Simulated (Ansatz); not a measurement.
**YbMg2Bi2: Yb vacancy**

Level of theory: PBEsol, no spin polarisation, scalar-relativistic; Ansatz, plane waves to 420 eV (PAW set soft_2), k-mesh 3×3×3.

The relaxed host crystal (no gap at this level of theory):

```xyz
5
Lattice="4.7320 0.0000 0.0000 -2.3660 4.0980 0.0000 0.0000 0.0000 7.4769" Properties=species:S:1:pos:R:3 pbc="T T T"
Yb    0.0000    0.0000    0.0000
Mg    2.3660    1.3660    4.7261
Mg    0.0000    2.7320    2.7508
Bi    2.3660    1.3660    1.7446
Bi    0.0000    2.7320    5.7323
```

Supercell of 20 atoms, rows of the matrix [[0,-1,1],[0,-1,-1],[2,2,0]] times the cell vectors; Yb vacancy at (0.000, 0.000, 0.000) in fractions of the cell above. Atoms are relaxed at the host's cell. The cell loses 1 of its 4 Yb, so this is a heavily defective crystal.

Distances from the empty Yb site (Å), by shell of the perfect crystal:

```csv
shell,perfect crystal,"relaxed, charge 0"
6 Bi,3.24,3.21 (3.16 to 3.23)
```

```csv
charge,gap of the cell on the mesh (eV)
0,0.00
```

Formation energy of the neutral defect: 2.26 eV, taking atoms from and to the elements' standard states (no corrections for gases), so it belongs to those chemical potentials alone.

Relaxed cell at charge 0:

```
YbMg2Bi2 V_Yb charge 0
1.0
     2.3660   -4.0980    7.4769
     2.3660   -4.0980   -7.4769
     4.7320    8.1961    0.0000
Yb Mg Bi
3 8 8
Direct
  0.5000 0.5000 0.5000
  0.0000 0.0000 0.0000
  0.5000 0.5000 0.0000
  0.9751 0.3443 0.3347
  0.4904 0.8596 0.3347
  0.9828 0.3442 0.8270
  0.4832 0.8550 0.8382
  0.5168 0.1450 0.1618
  0.0172 0.6558 0.1730
  0.5096 0.1404 0.6653
  0.0249 0.6557 0.6653
  0.7798 0.5518 0.3341
  0.2823 0.0543 0.3341
  0.7842 0.5476 0.8317
  0.2742 0.0572 0.8314
  0.7258 0.9428 0.1686
  0.2158 0.4524 0.1683
  0.7177 0.9457 0.6659
  0.2202 0.4482 0.6659
```

Caveats: 4f shell without a U, which puts 4f levels too near the Fermi level; small supercell, so energies and levels can be off by tenths of an eV; the atoms kept the symmetry of the start, so a distorted state could lie lower.
